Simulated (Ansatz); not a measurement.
NbC (rock salt, Fm-3m) at seven volumes, DFT-PBEsol in the program Ansatz with PAW potentials, scaled uniformly. One row is withheld.

```tsv
V (Å³/atom)	P (GPa)
10.022	36.80
10.352	22.58
10.683	10.42
11.013	0.02
11.343	-8.88
11.674	-16.49
12.004	?
```

Q: Fit the shown pressures and predict the withheld one.

A: P = (3/2)B₀(x^(7/2) − x^(5/2))[1 + (3/4)(B′ − 4)(x − 1)] with x = (V₀/V)^(2/3). Least squares on the six rows gives V₀ = 11.014 Å³/atom, B₀ = 320 GPa, B′ = 4.18. At V = 12.004, x = 0.9442 and P = -23.02 GPa. The run itself gave -23.00 GPa.

Symmetry was held in the PBEsol relaxation; of distortions, only those at the zone centre were tested. The run is not spin-polarised.

Potentials: the later of the program's two PAW sets.
